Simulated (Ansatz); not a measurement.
Na, DFT, PBEsol, all-electron LAPW, scalar-relativistic (Ansatz 0.2.0), run on 1 thread of Arm Neoverse V2 on a shared host.

Structure: COD 9011000, as refined from experiment and not relaxed. The listed cell was then made from it by scaling, straining or moving an atom.

Command: `ansatz run input.yaml --threads 1 --pin off --max-ram 3072MiB --backend cpu --events-out ev --progress --plain --runs-dir out`

```yaml
crystal:
  lattice:
    - [3.7670009976, -0.056505015, -0.056505015]
    - [-1.9324352772, 3.2905710675, -0.0206822709]
    - [-0.09231, -0.09231, 6.154]
  atoms:
    - { symbol: Na, position: [0.3333333333, 0.6666666667, 0.25] }
    - { symbol: Na, position: [0.6666666667, 0.3333333333, 0.75] }
kpoints:
  mp_grid: { grid: [13, 13, 7] }
  band_path:
    path:
      - [0.0, 0.0, 0.0]
      - [0.0, 0.0, 0.5]
      - [-0.5, 0.5, 0.0]
      - [0.0, 0.0, 0.0]
      - [0.0, -0.5, 0.0]
      - [-0.5, 0.0, 0.5]
      - [0.0, 0.0, 0.0]
      - [-0.5, 0.0, 0.0]
      - [0.0, -0.5, 0.5]
    npoints: 5
scf:
  occupations: { method: fermi_dirac, width: 0.05 }
hamiltonian:
  xc: pbesol
  pseudopotentials: { kind: all_electron, lapw: { basis_error: 0.00025 } }
output:
  forces: true
  stress: true
  eigenvalues: true
```

**Question.** How large is the problem that the program sets up?

**Answer.** 592 irreducible k-points, 143 plane waves at Γ, 13 bands.

**Question.** About how long does it take, and how much memory does it use?

**Answer.** 37 s of wall time for 7 SCF iterations, with a peak of 0.6 GiB. Times on shared machines scatter by tens of per cent.
